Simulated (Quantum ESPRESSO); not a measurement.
Field gradients of ZnCd3Te4 from PBE PAW (JTH datasets; density from pw.x of a modified build of Quantum ESPRESSO, gradients reconstructed from it by a script), 20 Ha, k-mesh 4×4×4 through Γ:

```
CELL_PARAMETERS angstrom
      6.50858     0.00000     0.00000
      0.00000     6.50858     0.00000
      0.00000     0.00000     6.50858
ATOMIC_POSITIONS crystal
  Zn 0.00000 0.00000 0.00000
  Te 0.23978 0.23978 0.76022
  Cd 0.00000 0.50000 0.50000
  Te 0.23978 0.76022 0.23978
  Cd 0.50000 0.00000 0.50000
  Te 0.76022 0.23978 0.23978
  Cd 0.50000 0.50000 0.00000
  Te 0.76022 0.76022 0.76022
```
The cell was made here from a computed Materials Project entry: one of 4 Cd replaced by Zn, cell and atoms relaxed (PBE without dispersion, pw.x of Quantum ESPRESSO, symmetry kept). The parent is CdTe in F-43m. The swapped cell is a model, not a known phase. Stability against distortions was not tested.

Vzz is the sum of three terms, each taken along its main axis: the smooth valence density, the ions (nucleus and frozen core) with the augmentation charges of all other spheres, and the all-electron minus smooth density in the atom's own sphere. The split hangs on the datasets.  Cores are frozen. Te, Cd had no test against all-electron runs. Spin–orbit coupling is left out, a limit on Te.

```json
[
 {"site": "Te (atoms 2, 4, 6, 8)", "smooth valence density": "0.014", "ions and other spheres": "-0.010", "own sphere": "___", "Vzz (a.u.)": "___"},
 {"site": "Cd (atoms 3, 5, 7)", "smooth valence density": "0.003", "ions and other spheres": "-0.008", "own sphere": "___", "Vzz (a.u.)": "___"}
]
```

Question: Complete the blanks.

Answer: 
- Te (atoms 2, 4, 6, 8), own sphere: 0.408
- Te (atoms 2, 4, 6, 8), Vzz (a.u.): 0.412
- Cd (atoms 3, 5, 7), own sphere: 0.199
- Cd (atoms 3, 5, 7), Vzz (a.u.): 0.194
